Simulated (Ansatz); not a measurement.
ZrSi (CsCl type, Pm-3m) at seven volumes, the program Ansatz at the PBE level (PAW), scaled uniformly. One row is withheld.

```tsv
V (Å³/atom)	P (GPa)
16.578	13.65
17.124	8.41
17.671	3.88
18.217	0.00
18.764	?
19.311	-6.03
19.857	-8.50
```

Fit the shown pressures and predict the withheld one.

P = (3/2)B₀(x^(7/2) − x^(5/2))[1 + (3/4)(B′ − 4)(x − 1)] with x = (V₀/V)^(2/3). Least squares on the six rows gives V₀ = 18.223 Å³/atom, B₀ = 118 GPa, B′ = 4.21. At V = 18.764, x = 0.9807 and P = -3.25 GPa. The run itself gave -3.24 GPa.

The cell is a constructed one: a structure type filled with these elements; neither database checked (COD, Materials Project) lists it. COD files the formula under space group No. 62, 63, so this cell is another polymorph or a model. Its standing as an ambient phase is unchecked. The cell was relaxed with PBE under the symmetry of its start; whether a distortion lowers the energy is not shown. No spin polarisation was allowed.

Potentials: the later of the program's two PAW sets.
